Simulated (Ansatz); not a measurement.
Input:

CdS (zinc blende), conventional cell a = b = c = 5.8778 Å, α = β = γ = 90.00°. The calculation uses the primitive cell of 2 atoms, to which meshes and values per cell refer.

Equation-of-state scan: isotropic scaling of the cell above, V₀ being its volume. Symmetry pins the atoms to their sites.

Level of theory: r2SCAN (plane waves to 500 eV, PAW, scalar-relativistic; Ansatz, a quantum-chemistry and plane-wave program). k mesh 10×10×10 (Γ-centred), Fermi-Dirac smearing 0.05 eV. Energies are smeared free energies. Stress and pressure are positive under compression. CdS was relaxed with its symmetry unable to fall. ΔE is measured from the relaxed starting cell.

The scan covers V/V₀ from 0.840 to 1.160 in 9 points.

**Question.** What is ΔE at V/V₀ = 1.160?

**Answer.** 93.5 meV/atom.

**Question.** What is ΔE at V/V₀ = 0.840?

**Answer.** 168.4 meV/atom.

**Question.** What pressure does the cell carry at V/V₀ = 0.840?

**Answer.** 15.6 GPa.

(Under strain, the slope of the energy per volume gives the stress and its curvature an elastic modulus.)
